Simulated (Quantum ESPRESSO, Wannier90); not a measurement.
Tight-binding from DFT: SrTiO$_{3}$ (cubic perovskite)

Cell from Materials Project (mp-5229), symmetrised, no further relaxation. COD (Crystallography Open Database) records the formula in this space group. Ideal cubic forms of this type are often high-temperature phases that distort on cooling; symmetry holds the cell here, and its stability was not tested. Method: PBEsol plane waves in Quantum ESPRESSO 7.5 (PseudoDojo norm-conserving files, 68 Ry, no spin polarisation, no spin-orbit coupling), Bloch states on a 8×8×8 mesh through Γ, Wannier90 4.0.1. Density: 8×8×8 mesh, cold smearing 0.01 Ry.

On the energy scale of pw.x, whose zero is arbitrary, the valence-band maximum lies at 9.83 eV.

Input w.win:

```
num_bands = 27
num_wann = 14
exclude_bands = 1-11
num_iter = 1000
conv_tol = 1.0e-6
conv_window = 4
dis_num_iter = 1000
dis_conv_tol = 1.0e-6
dis_froz_max = 13.17
trial_step = 0.5
write_hr = true
write_u_matrices = true
begin projections
f=0.49195,0.50851,0.50512: d
f=0.50425,0.01136,0.50403: p
f=0.00502,0.49133,0.49206: p
f=0.50396,0.50851,-0.00867: p
end projections
begin unit_cell_cart
ang
    3.9127000000    0.0000000000    0.0000000000
    0.0000000000    3.9127000000    0.0000000000
    0.0000000000    0.0000000000    3.9127000000
end unit_cell_cart
begin atoms_frac
Sr   0.0000000000  0.0000000000  0.0000000000
Ti   0.5000000000  0.5000000000  0.5000000000
O    0.5000000000  0.0000000000  0.5000000000
O    0.0000000000  0.5000000000  0.5000000000
O    0.5000000000  0.5000000000  0.0000000000
end atoms_frac
mp_grid = 8 8 8
begin kpoints
0.0000000000 0.0000000000 0.0000000000
0.0000000000 0.0000000000 0.1250000000
0.0000000000 0.0000000000 0.2500000000
... (509 more lines: the 8x8x8 mesh through Gamma)
end kpoints
```

Input of pw2wannier90.x that gives the overlap and projection files (equivalent; here they were cut from one run over all bands):

```
&inputpp
  outdir = './out'
  prefix = 'pwscf'
  seedname = 'w'
  write_amn = .true.
  write_mmn = .true.
/
```

Output w.wout (banner and timings cut):

```
                                    ------
                                    SYSTEM
                                    ------

                              Lattice Vectors (Ang)
                    a_1     3.912700   0.000000   0.000000
                    a_2     0.000000   3.912700   0.000000
                    a_3     0.000000   0.000000   3.912700

                   Unit Cell Volume:      59.90039  (Ang^3)

                        Reciprocal-Space Vectors (Ang^-1)
                    b_1     1.605844   0.000000   0.000000
                    b_2     0.000000   1.605844   0.000000
                    b_3     0.000000   0.000000   1.605844

 *----------------------------------------------------------------------------*
 |   Site       Fractional Coordinate          Cartesian Coordinate (Ang)     |
 +----------------------------------------------------------------------------+
 | sr   1   0.00000   0.00000   0.00000   |    0.00000   0.00000   0.00000    |
 | ti   1   0.50000   0.50000   0.50000   |    1.95635   1.95635   1.95635    |
 | o    1   0.50000   0.00000   0.50000   |    1.95635   0.00000   1.95635    |
 | o    2   0.00000   0.50000   0.50000   |    0.00000   1.95635   1.95635    |
 | o    3   0.50000   0.50000   0.00000   |    1.95635   1.95635   0.00000    |
 *----------------------------------------------------------------------------*
                                ------------
                                K-POINT GRID
                                ------------

             Grid size =  8 x  8 x  8      Total points =  512

 *---------------------------------- MAIN ------------------------------------*
 |  Number of Wannier Functions               :                14             |
 |  Number of Objective Wannier Functions     :                14             |
 |  Number of input Bloch states              :                27             |
 |  Output verbosity (1=low, 5=high)          :                 1             |
 |  Timing Level (1=low, 5=high)              :                 1             |
 |  Optimisation (0=memory, 3=speed)          :                 3             |
 |  Length Unit                               :               Ang             |
 |  Post-processing setup (write *.nnkp)      :                 F             |
 |  Using Gamma-only branch of algorithms     :                 F             |
 *----------------------------------------------------------------------------*
 *------------------------------- WANNIERISE ---------------------------------*
 |  Total number of iterations                :              1000             |
 |  Number of CG steps before reset           :                 5             |
 |  Trial step length for line search         :             0.500             |
 |  Convergence tolerence                     :         0.100E-05             |
 |  Convergence window                        :                 4             |
 |  Iterations between writing output         :                 1             |
 |  Iterations between backing up to disk     :               100             |
 |  Write r^2_nm to file                      :                 F             |
 |  Write xyz WF centres to file              :                 F             |
 |  Write on-site energies <0n|H|0n> to file  :                 F             |
 |  Use guiding centre to control phases      :                 F             |
 |  Use phases for initial projections        :                 F             |
 *----------------------------------------------------------------------------*
 *------------------------------- DISENTANGLE --------------------------------*
 |  Using band disentanglement                :                 T             |
 |  Total number of iterations                :              1000             |
 |  Mixing ratio                              :             0.500             |
 |  Convergence tolerence                     :         1.000E-06             |
 |  Convergence window                        :                 3             |
 *----------------------------------------------------------------------------*
 *-------------------------------- PLOTTING ----------------------------------*
 |  Plotting Hamiltonian in WF basis          :                 T             |
 *----------------------------------------------------------------------------*

       ... (k-mesh section left out)

 Starting a new Wannier90 calculation ...

 Reading overlaps from w.mmn

 Reading projections from w.amn

 *------------------------------- DISENTANGLE --------------------------------*
 +----------------------------------------------------------------------------+
 |                              Energy  Windows                               |
 |                              ---------------                               |
 |                   Outer:    5.15058  to   30.65389  (eV)                   |
 |                   Inner:    5.15058  to   13.17000  (eV)                   |
 +----------------------------------------------------------------------------+
   Number of target bands to extract:   14

                   Unitarised projection of Wannier functions
                   ------------------------------------------
   A_mn = <psi_m|g_n> --> S = A.A^+ --> U = S^-1/2.A
   In dis_project... done
   Using an inner window (linner = T)
   In dis_proj_froz... done

                   Extraction of optimally-connected subspace
                   ------------------------------------------
 +---------------------------------------------------------------------+<-- DIS
 |  Iter     Omega_I(i-1)      Omega_I(i)      Delta (frac.)           |<-- DIS
 +---------------------------------------------------------------------+<-- DIS
       1      12.43268973      12.29784029       1.097E-02    <-- DIS
       2      12.30382168      12.25805877       3.733E-03    <-- DIS
       3      12.26817854      12.22858250       3.238E-03    <-- DIS
       4      12.23791382      12.20496085       2.700E-03    <-- DIS
       5      12.21294230      12.18538422       2.262E-03    <-- DIS
       6      12.19221562      12.16877021       1.927E-03    <-- DIS
       ... (lines left out)
     101      12.00396222      12.00389883       5.281E-06    <-- DIS
       ... (lines left out)
     144      12.00355432      12.00354255       9.808E-07    <-- DIS
     145      12.00355155      12.00354018       9.472E-07    <-- DIS
     146      12.00354890      12.00353792       9.148E-07    <-- DIS

             <<<      Delta < 1.000E-06  over  3 iterations     >>>
             <<< Disentanglement convergence criteria satisfied >>>

        Final Omega_I    12.00353792 (Ang^2)

 +----------------------------------------------------------------------------+

 Writing checkpoint file w.chk... done

 *------------------------------- WANNIERISE ---------------------------------*
 +--------------------------------------------------------------------+<-- CONV
 | Iter  Delta Spread     RMS Gradient      Spread (Ang^2)            |<-- CONV
 +--------------------------------------------------------------------+<-- CONV

 ------------------------------------------------------------------------------
 Initial State
  WF centre and spread    1  (  1.956582,  1.957054,  1.955466 )     0.64318781
  WF centre and spread    2  (  1.955180,  1.956364,  1.957118 )     0.89779029
  WF centre and spread    3  (  1.956327,  1.957472,  1.956159 )     0.89852045
  WF centre and spread    4  (  1.956245,  1.958816,  1.956102 )     0.64429691
  WF centre and spread    5  (  1.955155,  1.958849,  1.956365 )     0.89871765
  WF centre and spread    6  (  1.956448, -0.001734,  1.956681 )     1.02382541
  WF centre and spread    7  (  1.956206, -0.001103,  1.956494 )     1.02375271
  WF centre and spread    8  (  1.957112, -0.003821,  1.956762 )     0.72442533
  WF centre and spread    9  (  0.000138,  1.956077,  1.956101 )     1.02327148
  WF centre and spread   10  (  0.001007,  1.954914,  1.955146 )     0.72293642
  WF centre and spread   11  (  0.000136,  1.956478,  1.956151 )     1.02319497
  WF centre and spread   12  (  1.957062,  1.957229,  0.000288 )     0.72293687
  WF centre and spread   13  (  1.956197,  1.956574,  0.000489 )     1.02317516
  WF centre and spread   14  (  1.956436,  1.957312,  0.000035 )     1.02313407
  Sum of centres and spreads ( 21.520231, 21.520480, 21.519357 )    12.29316553

      0     0.123E+02     0.0000000000       12.2931655328  <-- CONV
        O_D=      0.0008192 O_OD=      0.2888085 O_TOT=     12.2931655 <-- SPRD
 ------------------------------------------------------------------------------
      1    -0.390E-01     0.0737139138       12.2541650452  <-- CONV
        O_D=      0.0004577 O_OD=      0.2501695 O_TOT=     12.2541650 <-- SPRD
      2    -0.164E-01     0.1064235781       12.2377341112  <-- CONV
        O_D=      0.0005027 O_OD=      0.2336935 O_TOT=     12.2377341 <-- SPRD
      3    -0.132E-01     0.0881168758       12.2244878229  <-- CONV
        O_D=      0.0005681 O_OD=      0.2203818 O_TOT=     12.2244878 <-- SPRD
      4    -0.130E-01     0.0883558894       12.2115257310  <-- CONV
        O_D=      0.0005281 O_OD=      0.2074597 O_TOT=     12.2115257 <-- SPRD
      5    -0.100E-01     0.0810168783       12.2014816243  <-- CONV
        O_D=      0.0003991 O_OD=      0.1975446 O_TOT=     12.2014816 <-- SPRD
       ... (lines left out)
     32    -0.747E-06     0.0006767334       12.1872997508  <-- CONV
        O_D=      0.0000001 O_OD=      0.1837617 O_TOT=     12.1872998 <-- SPRD
     33    -0.627E-06     0.0006661089       12.1872991241  <-- CONV
        O_D=      0.0000001 O_OD=      0.1837611 O_TOT=     12.1872991 <-- SPRD
     34    -0.386E-06     0.0005262933       12.1872987382  <-- CONV
        O_D=      0.0000001 O_OD=      0.1837607 O_TOT=     12.1872987 <-- SPRD
             <<<     Delta < 1.000E-06  over  4 iterations     >>>
             <<< Wannierisation convergence criteria satisfied >>>
 Final State
  WF centre and spread    1  (  1.956380,  1.956402,  1.956241 )     0.63154496
  WF centre and spread    2  (  1.956294,  1.956361,  1.956411 )     0.89963986
  WF centre and spread    3  (  1.956334,  1.956365,  1.956342 )     0.89964030
  WF centre and spread    4  (  1.956451,  1.956288,  1.956352 )     0.63154592
  WF centre and spread    5  (  1.956292,  1.956463,  1.956360 )     0.89964064
  WF centre and spread    6  (  1.956360,  0.000011,  1.956357 )     1.01481013
  WF centre and spread    7  (  1.956349,  0.000025,  1.956345 )     1.01480932
  WF centre and spread    8  (  1.956488, -0.000007,  1.956394 )     0.71216190
  WF centre and spread    9  ( -0.000011,  1.956341,  1.956355 )     1.01480995
  WF centre and spread   10  (  0.000156,  1.956119,  1.956090 )     0.71212174
  WF centre and spread   11  ( -0.000011,  1.956333,  1.956344 )     1.01481012
  WF centre and spread   12  (  1.956479,  1.956560, -0.000129 )     0.71214429
  WF centre and spread   13  (  1.956349,  1.956343,  0.000009 )     1.01480937
  WF centre and spread   14  (  1.956360,  1.956336, -0.000001 )     1.01481023
  Sum of centres and spreads ( 21.520270, 21.519941, 21.519469 )    12.18729874

         Spreads (Ang^2)       Omega I      =    12.003537917
        ================       Omega D      =     0.000000095
                               Omega OD     =     0.183760725
    Final Spread (Ang^2)       Omega Total  =    12.187298738
```
